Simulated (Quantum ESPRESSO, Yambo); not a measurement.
NaTaO3 (space group P4/mbm, No. 127). The geometry is that of Materials Project entry mp-4675, symmetrised and not relaxed again. Chain: norm-conserving LDA (Quantum ESPRESSO, 88 Ry, without SOC); G0W0 in Yambo (2×2×4 Γ-centred k mesh, bands 5 to 189 and a 7 Ry block in the screening, 189 bands in G with the Bruneval-Gonze terminator, plasmon pole fitted at 27.2 eV); BSE (4×4×6 mesh, 18 valence and 8 conduction bands, static screening with 84 bands and a 3 Ry block, scissor 1.82 eV, Tamm-Dancoff).

```json
{
  "LDA gap (dense path)": "2.27 eV",
  "LDA gap Z → Γ on the GW mesh": "2.27 eV",
  "LDA smallest direct gap on the GW mesh, at Z": "2.68 eV",
  "G0W0 direct gap at that point": "4.49 eV",
  "G0W0 correction to the gap Z → Γ": "1.74 eV",
  "lowest_exciton": "no binding energy given (see below)"
}
```

Rough cost of the Yambo steps against G0W0 for 4 states: BSE about 2×.

Nearest settings tried, and what they do to the gap: 151 bands in W, 151 bands in G: +41 meV; 6 Ry block (197 vectors against 267): -21 meV; 2×2×2 mesh: -53 meV. So the settings aren't converged at that level. The BSE states are vertical excitations (zero momentum); the indirect quasiparticle gap, about 4.01 eV, is smaller than the direct one (4.49 eV on the GW mesh). The lowest state covers only about 1 of the 96 k points, so the mesh doesn't resolve it: its energy and its distance from the direct gap are mesh artefacts. An extended exciton needs a far denser mesh. Axes are Cartesian, with cell vectors (Å) (5.48, 0.00, 0.00), (0.00, 5.48, 0.00), (0.00, 0.00, 3.96).

Without spin-orbit coupling, band edges of such heavy elements can be off by tenths of an eV.

This is not the ordinary phase of the substance.
